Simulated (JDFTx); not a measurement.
| Property | Result |
|---|---|
| surface | ScAl3(100), Al outermost, slab composition ScAl5 |
| bulk | ScAl3, Pm-3m, lattice of mp-2121 (not re-optimised) |
| slab | 6 atoms in 3 planes, 1x1, 4.2 Å between the outermost planes |
| in-plane cell | 4.088 × 4.088 Å, 16.71 Å² |
| cell height | 20.1 Å |
| sampling | 6×6×1 k mesh, Fermi smearing 0.01 Ha, no spin polarisation |

Whether this polymorph is the ambient one wasn't checked. Neither spin polarisation nor a larger cell was tried.

Profiles through the double layer of this slab, charged, in linear PCM (GLSSA13), water, 1 M KCl; PBE, GBRV ultrasoft potentials, plane waves to 20/100 Ha, JDFTx (a modified build). z is the height above the outermost atoms, φ the plane-averaged electrostatic potential energy of an electron (zero in the bulk liquid), ρ_b the bound charge of solvent and ions, s the cavity shape function (0 in the solid, 1 in the liquid).

```
z (Å)  n (e/Å³)     s  φ (eV)  ρ_b (10⁻³ e/Å³)
-----  --------  ----  ------  ---------------
0.81     0.1085  0.00  -3.140             0.00
1.26     0.0532  0.00  -2.033            -0.29
1.70     0.0197  0.00  -0.634            -6.09
2.15     0.0064  0.07  -0.076            -6.89
2.60     0.0021  0.61  -0.036             1.11
3.04     0.0007  0.98  -0.029             0.74
3.49     0.0002  1.00  -0.025             0.25
3.94     0.0001  1.00  -0.022             0.08
4.38     0.0000  1.00  -0.019             0.02
4.83     0.0000  1.00  -0.016             0.00
5.28     0.0000  1.00  -0.014            -0.01
5.72     0.0000  1.00  -0.012            -0.01
6.17     0.0000  1.00  -0.010            -0.01
6.62     0.0000  1.00  -0.009            -0.01
7.06     0.0000  1.00  -0.008             0.00
7.51     0.0000  1.00  -0.007             0.00
```

Question: Is the electrode positively or negatively charged, and roughly by how much?

Answer: Positively: σ = 8.0 μC/cm² per face. The liquid's bound charge is of the opposite sign overall, and far from the surface φ decays with the screening length (3.0 Å).
